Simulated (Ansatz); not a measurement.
The relaxed structure here is a generated cell of Al2O3: the first start was made by placing the elements on the sites of a structure type, and the end was not matched to a known phase here, so it may be hypothetical. Known forms of Al2O3 include space group No. 167.

A relaxed structure of Al₂O₃. Computed with r2SCAN (plane waves to 500 eV, PAW, scalar-relativistic; Ansatz, a quantum-chemistry and plane-wave program).

```xyz
10
Lattice="5.4578 0.0000 0.0000 0.0000 5.4578 0.0000 0.0000 0.0000 2.7872" Properties=species:S:1:pos:R:3 pbc="T T T"
O      0.0000     0.0000     0.0000
O      2.7289     2.7289     0.0000
O      0.7870     3.5159     1.3936
O      3.5159     4.6708     1.3936
O      1.9419     0.7870     1.3936
O      4.6708     1.9419     1.3936
Al     1.6255     4.3544     0.0000
Al     4.3544     3.8323     0.0000
Al     1.1034     1.6255     0.0000
Al     3.8323     1.1034     0.0000
```

Q: Determine the symmetry and give the standard cell with its independent sites.

A: Space group P4/mbm (No. 127); a = b = 5.4578 Å, c = 2.7872 Å, α = β = γ = 90.00°

```json
[
 {"atom": "O", "site": "2a", "symmetry": "4/m..", "x": "0.0000", "y": "0.0000", "z": "0.0000"},
 {"atom": "O", "site": "4h", "symmetry": "m.2m", "x": "0.3558", "y": "0.1442", "z": "0.5000"},
 {"atom": "Al", "site": "4g", "symmetry": "m.2m", "x": "0.2022", "y": "0.2978", "z": "0.0000"}
]
```

Q: Give the shortest distances between elements (the closest pairs, up to four, under 3.6 Å).

A: Al–O 1.83 Å; O–O 2.23 Å; Al–Al 2.78 Å.

- Volume per atom: 8.30 Å³
- Band gap: 2.24 eV, indirect (valence top at Z, conduction bottom at Γ) (no spin-orbit coupling)
- Smallest direct gap: 2.30 eV at Γ

No spin polarisation in the result.

The run could not lower the symmetry of its start; a shaken copy of this end point relaxes with r2SCAN to P2₁ (No. 4), 0.799 eV/atom lower.
